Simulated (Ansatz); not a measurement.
# MgCo₂P₂O₈F₂, one structure, two calculations

Cell: a computed structure from the Materials Project (it need not be an observed phase), atoms as given.

```
CELL_PARAMETERS angstrom
5.15361 0.00000 0.00000
-0.18881 5.37754 0.00000
-2.25921 -2.71191 6.44266
ATOMIC_POSITIONS crystal
Mg 0.49860 0.00156 0.50174
Co 0.99885 0.00179 0.00285
Co 0.49756 0.50248 0.50353
P 0.88627 0.59259 0.24566
P 0.10980 0.41108 0.76019
O 0.16290 0.72250 0.86420
O 0.15654 0.26669 0.90781
O 0.80824 0.31698 0.59691
O 0.31410 0.33150 0.63576
O 0.84028 0.73791 0.09856
O 0.18721 0.68832 0.41026
O 0.68036 0.67119 0.36897
O 0.83589 0.28115 0.14229
F 0.64373 0.87253 0.73571
F 0.35468 0.13296 0.27019
```

Sites (sets of like atoms) are named by element and the number of their first atom in this list.

First run. The numbers come from a DFT calculation in Ansatz (PBE, plane waves and PAW, scalar-relativistic, collinear spin, 420 eV cutoff, Γ-centred 4×4×3 k-points, Fermi–Dirac smearing 0.02 eV). Start moments as typed (μB): 4 on each Co, none on the rest. The program fits them to the shells of the files, so those used differ somewhat.

```tsv
site	atom	V_zz (10²¹ V/m²)	η	m (μB)
Co2	2	9.27	0.82	2.82
Co3	3	3.83	0.51	0.05
P4	4	-2.50	0.41	0.01
P5	5	-2.49	0.40	0.01
O6	6	9.13	0.11	0.17
O7	7	9.88	0.12	0.09
O8	8	11.14	0.77	0.01
O9	9	11.47	0.74	0.01
O10	10	9.93	0.12	0.09
O11	11	11.12	0.77	0.01
O12	12	11.50	0.73	0.01
O13	13	9.19	0.12	0.17
F14	14	12.11	0.81	0.05
F15	15	12.07	0.80	0.05
```

Second run. The same atoms and settings, except that the start moments (μB) are 0 4 -4 0 0 0 0 0 0 0 0 0 0 0 0 by atom.

Q: Given the first result, estimate the second.

A: 

```
site  atom    V_zz     η  change of V_zz  m (μB)
 Co2     2    8.43  0.56           -0.84    2.83
 Co3     3  -12.59  0.64               –   -1.73
  P4     4   -2.51  0.44           -0.01    0.00
  P5     5   -2.50  0.43           -0.01    0.00
  O6     6    9.27  0.05           +0.14    0.17
  O7     7    9.62  0.13           -0.26    0.10
  O8     8   10.83  0.70           -0.31    0.02
  O9     9   10.47  0.53           -1.00   -0.01
 O10    10    9.66  0.12           -0.27    0.10
 O11    11   10.81  0.70           -0.31    0.02
 O12    12   10.52  0.53           -0.98   -0.01
 O13    13    9.33  0.05           +0.14    0.17
 F14    14    9.57  0.82           -2.54    0.00
 F15    15    9.52  0.82           -2.55    0.00
```

The largest change of V_zz along a kept axis is on F15, from 12.07 to 9.52. The whole tensor moves most on Co3, by 14.17 along its most changed direction. In per cent, |V_zz| changes by -9 on Co, +1 on P, -9 to +2 on O, -21 on F (all sites that start above 2, bar those whose gradient vanishes or changes sign or whose main axis turns by over 40°). Where |V_zz| stays above 0.1 and the axes keep their order, η moves most on Co2, from 0.82 to 0.56. On Co3 the largest principal value lies along another axis in the second run, so the two V_zz can't be compared directly. The table leaves out 1 of the 15 sites, with |V_zz| up to 0.93; their tensors move by 0.22 at most along any direction. The statements above cover all sites. The absolute magnetisation of the cell goes from 4.8 to 6.1 μB.

With these PAW files V_zz is typically within 2 to 3 % of all-electron values, but misses above 10 % occur on Co. The magnetic order is the one that the run reached from its start moments, not necessarily the measured one.
For the first run: The largest force is 0.9 eV/Å, so the atoms aren't at the calculated equilibrium and relaxing them would move these values. With a gap of 0.3 eV on this mesh, small gradients can still move by 0.1 × 10²¹ V/m² or more as the k-mesh gets denser. All moments are parallel here, as the start or the cell imposes; many such compounds order antiparallel, where fields and spin densities carried over to other atoms largely cancel.
For the second run: The largest force is 0.7 eV/Å, so the atoms aren't at the calculated equilibrium and relaxing them would move these values. The run finds no gap above 0.1 eV (a metal, or nearly one), so the gradients can move by 10 % or more with the k-mesh. Semilocal functionals can leave a metal where correlation in the d or f shell opens a gap in the real compound, and that would change the values at and beside Co. The run lost part of its start moments, as the program notes; a state with other moments may lie lower.
